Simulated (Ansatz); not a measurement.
TiC: moving C off its site

TiC, Fm-3m, a = 4.328 Å (as given, not relaxed at this level: -6.1 GPa). Ansatz: PBEsol, PAW, 420 eV, Γ-centred 18×18×18 mesh on 2 atoms, Gaussian smearing 0.15 eV; no spin polarisation.

```yaml
crystal:
  lattice:
    - [0.00000, 2.16400, 2.16400]
    - [2.16400, 0.00000, 2.16400]
    - [2.16400, 2.16400, 0.00000]
  atoms:
    - { symbol: Ti, position: [0.00000, 0.00000, 0.00000] }
    - { symbol: C, position: [0.50000, 0.50000, 0.50000] }
```

Atom 2 (C) moves by x along the unit vector (0.000, 1.000, 0.000), with its periodic images; all else is held. y is the free energy of the cell over the start, F the force along the path summed over the moved atoms. Symmetry makes y even in x.

| x (Å) | y (meV) | F (eV/Å) |
| --- | --- | --- |
| -0.1000 | ? | ? |
| -0.0500 | 11.72 | 0.47 |
| 0.0000 | 0.00 | 0.00 |
| 0.0125 | 0.73 | -0.12 |
| 0.0250 | 2.93 | -0.23 |
| 0.0375 | 6.60 | -0.35 |
| 0.0625 | 18.28 | -0.58 |
| 0.0750 | 26.25 | -0.69 |
| 0.0875 | 35.59 | -0.80 |

Task: Fit y = c2 x² + c4 x⁴ to the energies of the other rows, give the force constant, and predict energy and force of the missing row.

Result: Least squares on the rows shown. y = 4709.2 x² − 7845.5 x⁴. The force constant is 2 c2 = 9.42 eV/Å², for the cell as given, at -6.1 GPa (for all images moving together, not for a lone atom). With two atoms in a cubic cell this is the optical mode at Γ (in a metal it hangs on mesh and smearing): ω = 521.5 √(2 c2/μ) = 516 cm⁻¹ for μ = 9.60 u. The force −dy/dx at the missing row is 0.91 eV/Å (computed 0.91). At x = -0.1000 the fit asked for gives 46.31 meV. The run gave 46.30 meV, so the fit is 0.01 meV too high, within twice the rms miss on the fitted rows (0.007 meV).